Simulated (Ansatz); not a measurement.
Al in space group Fd-3m (No. 227; Al on 8a, Al on 16d) at seven volumes, DFT-PBEsol in the program Ansatz with PAW potentials, scaled uniformly. One row is withheld.

```tsv
V (Å³/atom)	P (GPa)
15.555	8.19
16.068	5.00
16.580	?
17.093	0.00
17.606	-1.93
18.119	-3.55
18.632	-4.90
```

Problem. Fit the shown pressures and predict the withheld one.

Solution. Third-order Birch–Murnaghan: P = (3/2)B₀(x^(7/2) − x^(5/2))[1 + (3/4)(B′ − 4)(x − 1)] with x = (V₀/V)^(2/3). Least squares on the six rows gives V₀ = 17.093 Å³/atom, B₀ = 69.67 GPa, B′ = 4.68. At V = 16.580, x = 1.0205 and P = 2.28 GPa. The run itself gave 2.29 GPa.

The start of the workflow was typed in or built on a structure type; neither database checked (COD, Materials Project) lists it. It is not the phase usual at ambient conditions (space group No. 225). The cell was relaxed with PBEsol under the symmetry of its start. At this level the phase is dynamically unstable (imaginary phonons).

Potentials: the later of the program's two PAW sets.
